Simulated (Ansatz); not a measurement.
Ta2O5 in space group Cmmm (No. 65; Ta on 4i, O on 4j, O on 4i, O on 2a), the program Ansatz at the LDA level (PAW). The conduction-band minimum lies at B, with 1 equivalent valley. Second derivatives d²E/dk² of the lowest band at one valley (eV·Å²), along Cartesian directions:

```json
[
 {"direction": "[100]", "d²E/dk²": "24.48"},
 {"direction": "[010]", "d²E/dk²": "34.35"},
 {"direction": "[001]", "d²E/dk²": "0.7473"},
 {"direction": "[110]", "d²E/dk²": "29.41"},
 {"direction": "[101]", "d²E/dk²": "12.62"},
 {"direction": "[011]", "d²E/dk²": "17.55"}
]
```

Q: Find the principal effective masses, the density-of-states mass and the conductivity mass.

A: Off-diagonal terms follow from H_xy = H[110] − (H_xx + H_yy)/2, and m*/mₑ = 7.620 eV·Å² over each eigenvalue: 0.22, 0.31, 10. One valley's DOS mass (m₁m₂m₃)^(1/3) = 0.89, conductivity mass 3/(Σ 1/mᵢ) = 0.38 mₑ.

Q: What effective density of states Nc follows at 300 K for parabolic valleys?

A: Nc = 2.509e19 × 1 × (0.89)^(3/2) ≈ 2.1e19 cm⁻³.

Q: With the computed static dielectric constant 142 (mean of the diagonal), estimate a hydrogenic donor's binding energy and radius.

A: E = 13.606 eV × 0.38/142² ≈ 0.26 meV; a = 0.529 Å × ε/m* ≈ 200 Å. Semilocal masses tend to be too small where the gap is.

The first step of the workflow began from a Materials Project structure, measured or hypothetical; the Crystallography Open Database copy checked does not list it. COD files the formula under space group No. 49, so this cell is another polymorph or a model. Its standing as an ambient phase is unchecked. The cell was relaxed with LDA under the symmetry of its start; of distortions, only those at the zone centre were tested. No spin polarisation was allowed. Point labels and valley counts follow the cell and symmetry of the run, lower than the named group. Spin–orbit coupling is left out wherever it is not named.

Potentials: the later of the program's two PAW sets.
